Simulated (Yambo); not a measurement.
NaGaS₂O₈ (space group C2/m, No. 12), G0W0@LDA (Yambo, plasmon pole, terminator in G, 2×2×2 mesh): gap (-0.5, -0.5, 0) → Γ in eV by bands and screening block.

| bands (W and G) | 2 Ry | 3 Ry | 4 Ry | 6 Ry | 7 Ry |
|---|---|---|---|---|---|
| 69 | 8.16 | 7.80 | 7.70 | 7.63 | 7.63 |
| 98 | 7.80 | 7.42 | 7.31 | 7.25 | 7.25 |
| 136 | ? | 7.25 | 7.14 | 7.09 | 7.10 |
| 183 | 7.59 | 7.17 | 7.06 | 7.01 | ? |
| 231 | ? | 7.13 | 7.02 | 6.97 | 6.98 |

Task: Estimate the withheld gaps from their neighbours; the computed values follow.

Result: 
- 136, 2 Ry: 7.66
- 183, 7 Ry: 7.03
- 231, 2 Ry: 7.56

The largest settings aren't shown to be the converged limit.

The standard potential for Ga keeps a d shell in the valence without the s and p states of that shell. In tests on such compounds this moved G0W0 gaps by up to about 0.9 eV, so absolute quasiparticle energies here are unreliable; differences between settings are what counts.

Spin-orbit coupling is not included.

Geometry of the Materials Project entry, not relaxed at this level; primitive cell a = b = 4.760 Å, c = 7.298 Å, α = β = 92.38°, γ = 65.73°.

The structure is a Materials Project entry; no match was found in the copy of COD used, and its stability was not checked.
